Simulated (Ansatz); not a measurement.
# K2TiI6O18 — ¹⁷O NMR of the central transition

Cell: a measured structure from the Crystallography Open Database (COD), its atoms then relaxed with PBE in this cell.

Space group R-3:H (No. 148); a = 11.2703, c = 11.3514 Å, γ = 120.00°.

```csv
site,Wyckoff,site symmetry,x,y,z
K,6c,3.,0.0000,0.0000,0.1759
Ti,3b,-3.,0.0000,0.0000,0.5000
I,18f,1,0.3188,0.0525,0.3897
O10,18f,1,0.1578,0.0662,0.3940
O16,18f,1,0.3838,0.1441,0.5297
O22,18f,1,0.4046,0.1931,0.2840
```

One atom of each set is listed; the run and its k-mesh use a cell of 27 atoms with edges of 7.53, 7.53, 7.53 Å.

Method: Kohn–Sham DFT in Ansatz, PBE, plane waves and PAW (field gradients read without the response of the frozen cores, which leaves them typically 4 to 6 % off), scalar-relativistic, 420 eV cutoff, Γ-centred 3×3×3 k-points, Fermi–Dirac smearing 0.02 eV.

¹⁷O has I = 5/2 and Q = -25.58 mb (Pyykkö 2018); at 16.4 T its Larmor frequency is ν₀ = 94.7 MHz. Only the quadrupole interaction is simulated: positions count from each site's isotropic chemical shift, and J coupling is left out, as are shift anisotropy and dipolar coupling, which fast spinning averages.

(1) Give C_Q, η, the quadrupolar product P_Q = |C_Q|(1 + η²/3)^½, the second-order isotropic shift and the breadth of the pattern (fast magic-angle spinning) for each O site.

Answers

(1) 

```json
{"site": "O10", "first shell": "1 I at 1.90 Å, 1 Ti at 1.96 Å, angle 135°; also 1 K at 2.92 Å", "C_Q (MHz)": "-7.88", "η": "0.09", "P_Q (MHz)": "7.89", "δ_QIS (ppm)": "-41.7", "breadth (kHz)": "8.69"}
{"site": "O16", "first shell": "1 I at 1.84 Å; also 1 I at 2.69 Å, 1 K at 2.82 Å", "C_Q (MHz)": "-8.86", "η": "0.16", "P_Q (MHz)": "8.90", "δ_QIS (ppm)": "-53.0", "breadth (kHz)": "11.3"}
{"site": "O22", "first shell": "1 I at 1.83 Å; also 1 I at 2.45 Å, 1 K at 2.94 Å", "C_Q (MHz)": "-9.69", "η": "0.25", "P_Q (MHz)": "9.79", "δ_QIS (ppm)": "-64.2", "breadth (kHz)": "13.8"}
```

δ_QIS = −(ν_Q²/30ν₀²)[I(I+1) − 3/4](1 + η²/3) × 10⁶ ppm with ν_Q = 3|C_Q|/[2I(2I−1)]; it falls as 1/B₀² in ppm, and the breadth as 1/B₀ in kHz.

At O16 and O22 V_zz points along its bond to I (within 6°) in each case.

Without spin–orbit coupling the gradients at and beside I can be off by some per cent, at some sites by more.
